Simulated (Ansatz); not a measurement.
TlBr (P-6m2), relaxed with PBE+D3(BJ) (Ansatz, a quantum-chemistry and plane-wave program, plane waves, PAW): a = b = 4.5618 Å, c = 4.2960 Å, α = β = 90.00°, γ = 120.00°.

| Quantity | Value |
|---|---|
| gap (eV) | 2.35 |
| ΔH_f (eV/atom) | -0.83 |
| electron conductivity mass (mₑ) | 0.28 |

The same phase is relaxed and computed with PBE in the same code. What are the cell and these values now?

a = b = 4.5930 Å, c = 4.2225 Å, α = β = 90.00°, γ = 120.00°.

* **gap (eV)**: 2.30
* **ΔH_f (eV/atom)**: -0.85
* **electron conductivity mass (mₑ)**: 0.28

Constructed cells (a structure type filled with these elements, in neither database checked): TlBr, P-6m2 (Tl on 1a, Br on 1f). Weakly bound layers, chains or molecules computed without a dispersion correction, so cells and soft constants are ill determined: TlBr, P-6m2 (Tl on 1a, Br on 1f) with PBE. All cells were relaxed under the symmetry of their starts (and spin orders); stability against distortions was not tested throughout. Spin–orbit coupling is left out wherever it is not named.

Potentials: the later of the program's two PAW sets.

Ansatz is a plane-wave DFT program.

Formation energies count from the lowest solids of the elements computed at the same level, not from gases.
